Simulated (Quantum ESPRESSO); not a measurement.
## HfTi7 (a guest atom moved from site to site)

A calculation, not a measurement. The program is pw.x of Quantum ESPRESSO 7.5 (plane-wave density functional theory). The cell is made up: eight metal atoms on a hexagonal close-packed lattice, with elements, volume, strain and displacements drawn at random and not relaxed, so it may be unstable or far from any real phase. PseudoDojo standard norm-conserving files set the functional (PBE unless stated); there is no spin polarisation or spin-orbit coupling, the Fermi-Dirac width of 0.25 eV means electrons at about 2900 K, and the masses in the input are unused placeholders. Heavy elements are run without spin-orbit coupling, which real alloys of them have. A spin test at this wide smearing found no moment, but such smearing suppresses magnetism that the real alloy may have.

The runs move one Hf atom among sites that otherwise hold Ti. Cell, positions, cutoff, mesh and smearing stay as in the input of run 1; sites are counted in its order. Stress in the tables is positive in tension.

Input of run 1:

```
&control calculation='scf', pseudo_dir='./dojo.nc.sr.pbe.v0_5.standard.upf', outdir='./o', disk_io='medium', tprnfor=.true., tstress=.true. /
&system ibrav=0, nat=8, ntyp=2, nbnd=66, ecutwfc=84.00895049, nosym=.true., tot_charge=0,
 occupations='smearing', smearing='fd', degauss=0.0183746611
/
&electrons conv_thr=1.470e-08, electron_maxstep=70, mixing_beta=0.5 /
ATOMIC_SPECIES
Hf 1.0 Hf.upf
Ti 1.0 Ti.upf
CELL_PARAMETERS angstrom
4.4197 -2.5517 0.0
-2.9464 0.0 -4.8805
2.9464 5.1034 0.0
ATOMIC_POSITIONS angstrom
Hf 0.0566 -0.0158 -0.0898
Ti 1.3538 2.5338 -0.0018
Ti 0.0352 1.6491 -2.5404
Ti 1.5925 4.1888 -2.5085
Ti 2.9002 -0.0125 0.0299
Ti 4.4446 2.4542 -0.0284
Ti 1.4594 -0.864 -2.5238
Ti 2.9621 1.7173 -2.3922
K_POINTS automatic
5 5 4 1 1 1
```

```
run  elements on sites 1 to 8  free energy less that of run 1 (eV)  -TS (eV)  pressure (GPa)  stress xx (GPa)  stress yy (GPa)  stress zz (GPa)  stress yz (GPa)  stress xz (GPa)  stress xy (GPa)  iterations
  1   Hf Ti Ti Ti Ti Ti Ti Ti                                0.000    -2.490            0.38            -1.74            -1.18             1.78            -0.13             0.03            -0.75          23
  2   Ti Hf Ti Ti Ti Ti Ti Ti                                0.064    -2.491            0.53            -1.65            -1.56             1.62             0.17             0.25            -0.47          22
  3   Ti Ti Ti Hf Ti Ti Ti Ti                                0.078    -2.490            0.58            -1.86            -1.46             1.58             0.10             0.25            -0.70          22
  4   Ti Ti Ti Ti Hf Ti Ti Ti                                0.135    -2.502            0.74            -2.13            -1.28             1.20             0.12             0.04            -0.74          22
  5   Ti Ti Ti Ti Ti Ti Hf Ti                                0.084    -2.493            0.62            -2.03            -1.24             1.42             0.14             0.18            -0.62          22
  6   Ti Ti Ti Ti Ti Ti Ti Hf                                0.016    -2.489            0.35            -1.42            -1.46             1.84            -0.02            -0.12            -0.55          22
```

Forces Fx Fy Fz (eV/Å):

| site | run 1 | run 2 | run 3 | run 4 | run 5 | run 6 |
| --- | --- | --- | --- | --- | --- | --- |
| 1 | -0.61 -0.43 0.43 | -0.50 -0.36 0.22 | -0.37 -0.10 0.33 | -0.57 -0.42 0.27 | -0.54 -0.30 0.26 | -0.27 -0.22 0.10 |
| 2 | 0.48 0.28 -0.10 | 0.83 0.14 -0.19 | 0.53 -0.09 0.08 | 0.74 0.22 -0.15 | 0.72 0.15 -0.43 | 0.36 0.04 -0.12 |
| 3 | -0.09 0.39 0.09 | -0.01 0.07 0.30 | 0.06 0.22 0.31 | 0.04 0.42 0.56 | -0.05 0.48 0.26 | -0.24 0.09 0.35 |
| 4 | -0.57 -0.02 0.10 | -0.59 0.28 0.00 | -1.00 0.22 0.33 | -0.78 0.03 0.55 | -0.87 0.03 0.23 | -0.63 0.46 0.14 |
| 5 | 0.39 -0.10 -0.53 | -0.06 -0.43 -0.45 | 0.32 -0.10 -0.86 | 0.10 -0.36 -0.92 | -0.02 -0.06 -0.58 | 0.12 -0.39 -0.29 |
| 6 | -0.10 0.29 0.00 | -0.06 0.79 -0.08 | -0.18 0.39 -0.10 | -0.07 0.56 -0.05 | -0.01 0.35 0.13 | 0.00 0.65 0.07 |
| 7 | 0.52 -0.07 0.11 | 0.14 -0.23 0.46 | 0.59 0.05 0.09 | 0.47 -0.31 0.22 | 0.68 -0.27 0.34 | 0.45 -0.10 0.12 |
| 8 | -0.02 -0.34 -0.10 | 0.25 -0.27 -0.26 | 0.06 -0.59 -0.18 | 0.07 -0.13 -0.47 | 0.10 -0.39 -0.20 | 0.21 -0.53 -0.38 |

The sites are displaced and not relaxed, so the energy differences mix bonding between neighbours with strain and are not ordering energies. A rerun of one cell of this series at a higher cutoff and on a denser mesh moved values by no more than 0.002 eV in energy, 0.02 GPa in stress and 0.003 eV/Å in force, and a second program with other atomic files agreed on that cell to 2 % rms in force and 0.5 GPa in pressure.